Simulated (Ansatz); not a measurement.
Theory: Ansatz 0.2.0, DFT PBE+D3(BJ), scalar-relativistic, plane waves, PAW. Settings: cutoff 420 eV, Γ-centred meshes spaced at most about 0.3 Å⁻¹, and about 0.25 Å⁻¹ or finer for metals (2π included), Gaussian smearing. No spin polarisation in the final relaxations.

These are static total energies at zero pressure.

Two forms of KGe2 were relaxed alike.

A.

```
CELL_PARAMETERS angstrom
2.04858 -3.97722 0.00000
2.04858 3.97722 0.00000
0.00000 0.00000 5.21303
ATOMIC_POSITIONS crystal
K 0.00000 0.00000 0.00000
Ge 0.66196 0.33804 0.50000
Ge 0.33804 0.66196 0.50000
```

B.

```
CELL_PARAMETERS angstrom
-1.66871 1.66871 6.45366
1.66871 -1.66871 6.45366
1.66871 1.66871 -6.45366
ATOMIC_POSITIONS crystal
K 0.00000 0.00000 0.00000
Ge 0.69510 0.69510 0.00000
Ge 0.30490 0.30490 0.00000
```

Task: Which would you expect to be lower, and how large is the difference?

Result: A is lower, by 32 meV/atom. A has space group Cmmm (No. 65), 28.3 Å³/atom and no gap on its mesh; B has space group I4/mmm (No. 139), 24.0 Å³/atom and no gap. Counting Ge atoms around K (those within 1.25 times the shortest such distance or 1.15 times the sum of covalent radii; a plus sign parts nearer from farther groups), A has K 12 and B has K 8+2. A holds Ge–Ge nets (shortest 2.48 Å); in B the shortest Ge–Ge distance is 2.75 Å, near bonding range too. The lower one is the more open, so pressure narrows the difference. Both come from invented guesses.

Cells relaxed within their symmetry can be saddle points.
